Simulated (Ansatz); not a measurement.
Data:

MgO:
```
CELL_PARAMETERS angstrom
      5.51074     0.00000     0.00000
      0.00000     5.51074     0.00000
      0.00000     0.00000     3.27642
ATOMIC_POSITIONS crystal
  Mg 0.32053 0.67947 0.00000
  Mg 0.67947 0.32053 0.00000
  Mg 0.82053 0.82053 0.50000
  Mg 0.17947 0.17947 0.50000
  O  0.31657 0.31657 0.00000
  O  0.68343 0.68343 0.00000
  O  0.18343 0.81657 0.50000
  O  0.81657 0.18343 0.50000
```

This is the PBEsol-relaxed structure.

All from the program Ansatz at the PBEsol level (PAW), unless another level is named. Predict the Born charges (a third of the trace).

Mg +1.80, O -1.80 e.

And the static dielectric constant ε0 (ions relaxed, cell fixed)?

6.13 (xx = yy), 5.08 (zz).

Next, the electronic dielectric constant ε∞ (DFPT)?

3.01 (xx = yy), 2.96 (zz).

Space group P4_2/mnm. The start of the workflow was typed in or built on a structure type; neither database checked (COD, Materials Project) lists it. It is not the phase usual at ambient conditions (space group No. 225). Symmetry was held in the PBEsol relaxation; whether a distortion lowers the energy is not shown.

Potentials: the earlier of the program's two PAW sets. The files were generated under PBE; for other functionals the program regenerates the frozen cores, and for LDA and PBEsol the local potential too.
